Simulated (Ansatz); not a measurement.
A geometry of Fe away from equilibrium: step 2 of the relaxation of a relaxed Fe cell, doubled along one cell vector, shaken by Gaussian noise of σ = 0.08 Å a coordinate. These are PBEsol (plane waves to 420 eV, PAW, scalar-relativistic; Ansatz, an electronic-structure program) values and carry that method's errors. Γ-centred k-mesh 8×16×16 on the run's cell (coarser than for final values), Fermi–Dirac smearing 0.05 eV.

```xyz
2
Lattice="-2.7983 2.7902 2.7886 1.3929 -1.3950 1.3879 1.3941 1.3899 -1.3942" Properties=species:S:1:pos:R:3 pbc="T T T"
Fe    -0.0715     0.0905    -0.0833
Fe    -1.3833     1.4662     1.3697
```
Spin-polarised start, with parallel moments on Fe.

Task: Which atoms carry the largest force, and which way does it point?

Result: 0.59 eV/Å, on Fe1, Fe2 (atoms numbered as listed); on Fe1 its components are (0.44, 0.10, 0.39).

Task: What is the pressure?

Result: +0.7 GPa, compression positive.

Spin state reached: ferromagnetic (net 2.10 μB/atom), from parallel starting moments; other spin orders were not run from this start.

The run could not lose the symmetry of its start.
